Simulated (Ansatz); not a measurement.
Values for one crystal, relaxed and computed with r²SCAN (plane waves, PAW; program Ansatz); other levels are named.

Volume per atom: 13.76 Å³
Electronic character: metallic (no gap)
Bulk modulus (Birch–Murnaghan fit): 279 GPa
Highest zone-centre frequency: 243 cm^-1
Elastic constants (relaxed ions, GPa): C11 = 456, C12 = 175, C13 = 197, C33 = 465, C44 = 73.2
Mechanical stability: stable (all eigenvalues of C positive)
Zone-centre stability: no imaginary mode at Γ

Question: Which of these materials gives this?
A. Rh, hcp (Mg type)
B. Li, hcp (Mg type)
C. W, fcc (Cu type)
D. Ti, simple cubic

Answer: A, Rh, hcp (Mg type)

Space group P6_3/mmc (hcp (Mg type)). The first step of the workflow began from a Materials Project structure, measured or hypothetical; the Crystallography Open Database copy checked does not list it. It is not the phase usual at ambient conditions (space group No. 225). Symmetry was held in the r²SCAN relaxation. The run is not spin-polarised. As this level gives no gap, shear constants depend on the k-mesh and smearing (Fermi–Dirac, 0.1 eV here). As this level gives no gap, phonon frequencies hold no LO–TO term and depend on the k-mesh and smearing (Fermi–Dirac, 0.1 eV here). On the denser mesh and wider smearing of the elastic run this cell carries a stress of 0.6 GPa. Scalar-relativistic: spin–orbit coupling is off unless named, which matters more the heavier the elements.

Potentials: the later of the program's two PAW sets.
